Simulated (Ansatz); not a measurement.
A geometry of MgS away from equilibrium: step 2 of the relaxation of a generated cell, MgS placed in the tenorite structure type. All values below come from r2SCAN (plane waves to 500 eV, PAW, scalar-relativistic; Ansatz, a first-principles code). Γ-centred k-mesh 9×9×5 on the run's cell, Fermi–Dirac smearing 0.05 eV. The plane waves were selected for a different cell earlier on the path.

```
MgS
1.0
    3.06756    -2.19541    -0.01858
    3.06756     2.19541    -0.01858
   -1.15355     0.00000     6.57603
Mg S
2 2
Direct
  0.00000   0.50000   0.00000
  0.50000   0.00000   0.50000
  0.59634   0.40366   0.25000
  0.40366   0.59634   0.75000
```

Problem. What forces act on the atoms (eV/Å)?

Solution. 
| atom | Fx | Fy | Fz |
|---|---|---|---|
| Mg1 | 0.00 | 0.00 | 0.00 |
| Mg2 | 0.00 | 0.00 | 0.00 |
| S3 | 0.00 | -0.42 | 0.00 |
| S4 | 0.00 | 0.42 | 0.00 |

The path ends in Fm-3m (No. 225) (rock salt type). No spin polarisation in the result.

The run could not lose the symmetry of its start; a randomly shaken copy of 4 atoms returns to this structure.
